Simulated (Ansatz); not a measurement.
Zone-centre phonons of C at 35 GPa: input and output

Level of theory: DFT LDA, scalar-relativistic, plane waves, PAW (Ansatz).

Launched with:
```bash
ansatz run input.yaml --threads 1 --pin off --max-ram 3072MiB --backend cpu --events-out ev --progress --plain --runs-dir out
```

Input (bare energies are in eV):
```yaml
crystal:
  lattice:
    - [2.3941864887, 0.0, 0.0]
    - [-1.1970932443, 2.0734263206, 0.0]
    - [0.0, 0.0, 2.6735493004]
  atoms:
    - { symbol: C, position: [0.3333333333, 0.6666666667, 0.0] }
    - { symbol: C, position: [0.6666666667, 0.3333333333, 0.0] }
basis:
  ecutwfc: 420
kpoints:
  mp_grid: { grid: [18, 18, 14] }
hamiltonian:
  xc: lda
scf:
  occupations: { method: fermi_dirac, width: 0.15 }
output:
  eigenvalues: true
phonons:
  method: dfpt
  eigenvectors: true
```

The end of the output:
```
--- Phonons (Γ-DFPT): 2 representative perturbations + reference, on 728 of 4536 k-points (Σ response iterations 6) ---
  k mesh reduced under 4 symmetry operations, with k and −k counted as one. Each operation leaves every solved displacement unchanged or reverses it
  ASR residual: 4.585e-5 → 0.000e0 eV/Å²; symmetrization residual: 1.635e-9 eV/Å²
  ASR residual per site (eV/Å²): 4.58e-5 4.58e-5
  Γ frequencies (cm⁻¹): 0.00 0.00 0.00 878.81 1660.88 1660.88
  non-analytic LO–TO correction: not included (Born effective charges unavailable; polar crystals: no LO–TO splitting at Γ)
```

Time: 9.6 s on 1 thread of Intel(R) Xeon(R) 6975P-C (Granite Rapids), on a shared host, peak memory 0.57 GiB.

In a metal, frequencies and elastic constants depend on the k mesh and the smearing, soft modes and shear constants most. The crystal is built of layers and no dispersion correction was added, so the binding between them is poorly described, and with it their spacing and whatever depends on it. Other phases may be more stable at this pressure.

This form isn't the element's structure at ambient conditions.